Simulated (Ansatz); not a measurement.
Input file for Ansatz (a first-principles code):

Ansatz 0.2 input:
```yaml
crystal:
  lattice:
    - [3.8324727283, 0.0, 0.0]
    - [-1.9162363642, 3.319018742, 0.0]
    - [0.0, 0.0, 6.3411890309]
  atoms:
    - { symbol: Si, position: [0.3333333333, 0.6666666667, 0.0630569341] }
    - { symbol: Si, position: [0.6666666667, 0.3333333333, 0.9369430659] }
    - { symbol: Si, position: [0.6666666667, 0.3333333333, 0.5630569341] }
    - { symbol: Si, position: [0.3333333333, 0.6666666667, 0.4369430659] }
kpoints:
  mp_grid: { grid: [8, 8, 5] }
hamiltonian:
  xc: r2scan
  pseudopotentials: { kind: paw }
scf:
  occupations: { method: fixed }
phonons:
  method: dfpt
  response_accuracy: low
  eigenvectors: true
  rigid_motions: translations
  dielectric: true
  raman: true
```

Output (shortened):

```
Pseudopotential: Si, paw, valence charge 4
Functional definition: r2SCAN
Crystal: 4 atoms, lattice volume = 80.660 Å³
Basis set: ecut = 500 eV, 2033 PW (Γ), exchange–correlation on 150×150×240 points (125 copies of the dense FFT grid, shifted against one another)
Bands: 12, of which v1, the nominal top of the filled ones, is band 8 counted from 1 (7 counted from 0)
Symmetry: 24 space group operations
k-points: 93 of 320 (irreducible under 2 space group operations, time reversal used)
SCF iter   1: F=—  HF=-2556.179291 eV  |F-HF|=—  |Δ(HF+E_count)|=         —  Δρ=3.58e-3  dr2=7.80e-3  dr2_τ=2.44e-2  ethr=1.77e-3  ⟨swp⟩=4.8  Hψ=6597  notcnv=0  defer=152
preconditioner: auto → none
SCF iter   2: F=—  HF=-2556.210835 eV  |F-HF|=—  |Δ(HF+E_count)|=   3.15e-2  Δρ=2.03e-3  dr2=2.28e-3  dr2_τ=1.09e-5  ethr=4.88e-5  ⟨swp⟩=2.0  Hψ=2794  notcnv=0  defer=182
SCF iter   3: F=—  HF=-2556.210743 eV  |F-HF|=—  |Δ(HF+E_count)|=   9.30e-5  Δρ=2.18e-4  dr2=2.98e-5  dr2_τ=1.17e-6  ethr=1.43e-5  ⟨swp⟩=3.0  Hψ=1742  notcnv=0  defer=184
SCF iter   4: F=—  HF=-2556.210755 eV  |F-HF|=—  |Δ(HF+E_count)|=   1.23e-5  Δρ=3.88e-5  dr2=4.48e-7  dr2_τ=1.20e-8  ethr=1.86e-7  ⟨swp⟩=2.4  Hψ=1894  notcnv=0  defer=119
SCF iter   5: F=—  HF=-2556.210755 eV  |F-HF|=—  |Δ(HF+E_count)|=   1.60e-7  Δρ=1.12e-5  dr2=3.66e-8  dr2_τ=9.63e-10  ethr=2.80e-9  ⟨swp⟩=2.0  Hψ=1852  notcnv=0  defer=8
SCF iter   6: F=—  HF=-2556.210755 eV  |F-HF|=—  |Δ(HF+E_count)|=   9.23e-8  Δρ=1.70e-6  dr2=1.29e-9  dr2_τ=2.14e-11  ethr=2.29e-10  ⟨swp⟩=2.0  Hψ=1860  notcnv=0  defer=8
SCF iter   7: F=-2556.210755 eV  HF=-2556.210755 eV  |F-HF|=4.55e-13  |Δ(HF+E_count)|=   1.40e-9  Δρ=4.42e-8  dr2=1.27e-12  dr2_τ=1.79e-14  ethr=1.00e-12  ⟨swp⟩=9.2  Hψ=7995  notcnv=0
SCF 1 converged in 7 iterations: F = -2556.210755 eV  dr2 = 1.27e-12
NSCF: frozen V_eff on 5 k-points
DFPT response loops at Γ: preconditioner auto → Resta (q_TF=auto, 2.084 Å⁻¹)  ε∞=9.9 (no band partly filled) …
── the response to a field inside a basis, on 14×14×8 k-points: an SCF that follows is theirs, and a resumed run solves both again ──
Crystal: 4 atoms, lattice volume = 80.660 Å³
Bands: 9, of which v1, the nominal top of the filled ones, is band 8 counted from 1 (7 counted from 0)
k-points: 224
SCF iter   1: F=—  HF=-2556.209291 eV  |F-HF|=—  |Δ(HF+E_count)|=         —  Δρ=8.99e-5  dr2=5.06e-6  dr2_τ=1.38e-7  ethr=1.00e-1
preconditioner: auto → none
SCF iter   2: F=—  HF=-2556.209293 eV  |F-HF|=—  |Δ(HF+E_count)|=   1.74e-6  Δρ=4.51e-5  dr2=1.14e-6  dr2_τ=1.00e-8  ethr=3.16e-8
SCF iter   3: F=—  HF=-2556.209293 eV  |F-HF|=—  |Δ(HF+E_count)|=   5.86e-7  Δρ=2.32e-6  dr2=2.90e-9  dr2_τ=4.71e-11  ethr=7.12e-9
SCF iter   4: F=-2556.209293 eV  HF=-2556.209293 eV  |F-HF|=3.27e-11  |Δ(HF+E_count)|=  4.88e-10  Δρ=2.16e-7  dr2=1.45e-11  dr2_τ=5.69e-13  ethr=1.81e-11
SCF 1 converged in 4 iterations: F = -2556.209293 eV  dr2 = 1.45e-11
DFPT response loops at Γ: preconditioner auto → Resta (q_TF=auto, 2.084 Å⁻¹)  ε∞=9.5 (no band partly filled) …
DFPT response loops at Γ: mixed as the last ones told, above
WARN: field response: ε∞ stands inside a basis, on 14×14×8 points …
SCF converged after 7 iterations
Free energy (F): -2556.210755 eV
Harris-Foulkes:  -2556.210755 eV  (|F-HF|=4.55e-13)
Internal energy: -2556.210755 eV  (E = F + TS)
E sigma→0 (E₀):  -2556.210755 eV
Fermi energy:    6.349898 eV
--- Per-component energies (eV) ---
  E_band       = 12.907803
  E_kinetic    = 161.668566
  E_local      = -108.674086  (includes V_loc(G=0)·N_el)
  E_nonlocal   = 99.950778
  E_hartree    = 30.564129
  E_xc         = -206.017750
  E_vxc        = -198.973292  (∫ρ·V_xc dr)
  E_paw        = -2078.032032  (= ΣΔE_a)
  E_vpaw       = -9.978487  (= ΣTr[D̂ρ^β])
  E_aug_tail   = 0.000017  (compensation charges beyond the density's cutoff)
  E_vtau       = 7.786042  (kinetic-family band-sum trace: ∫τ·v_τ [+ j·A + Jᵃ·Aᵃ] dr)
  E_ewald      = -455.364647
  E_core_change = -0.305732  (= ΣΔE_core)
  E_smearing   =  0.000000  (= −TS)
  E_closure    = 0.000000  (closes the sum)
  Σ components = -2556.210755   (vs F -2556.210755, Δ=0.00e0)
  [band-id]    e_kinetic+e_local+e_nonlocal+2·e_hartree+e_vxc+e_vpaw+e_augmentation_tail+e_vtau = 12.907797   (vs E_band 12.907803, Δ=-5.84e-6)
--- Band table (eV; the first three rows and the last of 93) ---
  k-point 0: bands = ["-6.4188", "-4.0273", "-1.1770", "4.7442", "4.7442", "5.9736", "6.3499", "6.3499", "7.7107", "8.5080", "8.5080", "8.8861"]
  k-point 1: bands = ["-6.2833", "-4.4836", "-0.4660", "4.8093", "4.8500", "4.8500", "6.1051", "6.1051", "7.8420", "8.7306", "8.7306", "9.2143"]
  k-point 2: bands = ["-5.8837", "-5.2490", "1.0525", "2.8944", "5.1552", "5.1552", "5.6138", "5.6138", "8.2207", "8.7773", "9.2348", "9.2348"]
  k-point 92: bands = ["-3.7967", "-3.2196", "-0.9207", "-0.2865", "2.0299", "2.5654", "3.3941", "4.3081", "8.1509", "8.9579", "10.0459", "10.9647"]
--- Phonons (Γ-DFPT): 2 representative perturbations + reference, on 93 of 320 k-points (Σ response iterations 11) ---
  ASR residual: 1.495e-4 → 0.000e0 eV/Å²; symmetrization residual: 3.001e-6 eV/Å²
  ASR residual per site (eV/Å²): 1.50e-4 1.50e-4 1.50e-4 1.50e-4
  Γ frequencies (cm⁻¹): 0.00 0.00 0.00 109.11 109.11 384.99 415.82 493.94 493.94 512.96 512.96 513.48
  ε∞ (high-frequency dielectric tensor):
       11.415600     0.000000     0.000000
        0.000000    11.415600     0.000000
        0.000000     0.000000    12.380977
  ε⁰ (static dielectric tensor: ions relaxed, cell fixed):
       11.415600     0.000000     0.000000
        0.000000    11.415600     0.000000
        0.000000     0.000000    12.380977
  ε⁰ − ε∞ (ionic part):
        0.000000     0.000000     0.000000
        0.000000     0.000000     0.000000
        0.000000     0.000000     0.000000
  softest optical mode at Γ: 109.11 cm⁻¹; the repairs (sum rule, projections) moved no ω² at Γ by more than (1.34 cm⁻¹)²
  Born effective charges Z* (e; rows j = field, columns β = displacement):
    site 0:
         0.00000    0.00000    0.00000
         0.00000    0.00000    0.00000
         0.00000    0.00000    0.00000
    site 1:
         0.00000    0.00000    0.00000
         0.00000    0.00000    0.00000
         0.00000    0.00000    0.00000
    site 2:
         0.00000    0.00000    0.00000
         0.00000    0.00000    0.00000
         0.00000    0.00000    0.00000
    site 3:
         0.00000    0.00000    0.00000
         0.00000    0.00000    0.00000
         0.00000    0.00000    0.00000
  Z* charge neutrality: 1.309e-2 e pre-enforcement
  solved inside a basis spanned on kpoints, on 14×14×8 k-points transformed towards the longest dipole …
  Raman tensors (in the event stream and the table raman_tensors.tsv) …
  optical modes at Γ without the LO–TO term, one row a degenerate level:
      ω (cm⁻¹)  modes    IR ((D/Å)²/amu)  static Raman (Å⁴/amu)  depolarisation
        109.11      2             0.0000                 0.0000               —
        384.99      1             0.0000                 0.0000               —
        415.82      1             0.0000                 0.0000               —
        493.94      2             0.0000               361.1200           0.750
        512.96      2             0.0000               258.7598           0.750
        513.48      1             0.0000              1140.1948           0.518
  optical modes at Γ + LO–TO along q̂ = [1.0000, 0.0000, 0.0000]:
      ω (cm⁻¹)  modes    IR ((D/Å)²/amu)  static Raman (Å⁴/amu)  depolarisation
        109.11      2             0.0000                 0.0000               —
        384.99      1             0.0000                 0.0000               —
        415.82      1             0.0000                 0.0000               —
        493.94      2             0.0000               361.1200           0.750
        512.96      2             0.0000               258.7598           0.750
        513.48      1             0.0000              1140.1948           0.518
  optical modes at Γ + LO–TO along q̂ = [0.0000, 1.0000, 0.0000]:
      ω (cm⁻¹)  modes    IR ((D/Å)²/amu)  static Raman (Å⁴/amu)  depolarisation
        109.11      2             0.0000                 0.0000               —
        384.99      1             0.0000                 0.0000               —
        415.82      1             0.0000                 0.0000               —
        493.94      2             0.0000               361.1200           0.750
        512.96      2             0.0000               258.7598           0.750
        513.48      1             0.0000              1140.1948           0.518
  optical modes at Γ + LO–TO along q̂ = [0.0000, 0.0000, 1.0000]:
      ω (cm⁻¹)  modes    IR ((D/Å)²/amu)  static Raman (Å⁴/amu)  depolarisation
        109.11      2             0.0000                 0.0000               —
        384.99      1             0.0000                 0.0000               —
        415.82      1             0.0000                 0.0000               —
        493.94      2             0.0000               361.1200           0.750
        512.96      2             0.0000               258.7598           0.750
        513.48      1             0.0000              1140.1948           0.518
```

Cost: around 30 core-minutes (rough) on shared cores.

Space group P6_3/mmc. The first step of the workflow began from a Materials Project structure, measured or hypothetical; the Crystallography Open Database copy checked does not list it. It is not the phase usual at ambient conditions (space group No. 227). The r²SCAN relaxation kept the symmetry of its start; phonons on a q-mesh show no instability.

Potentials: the later of the program's two PAW sets.

Ansatz is a plane-wave DFT program.
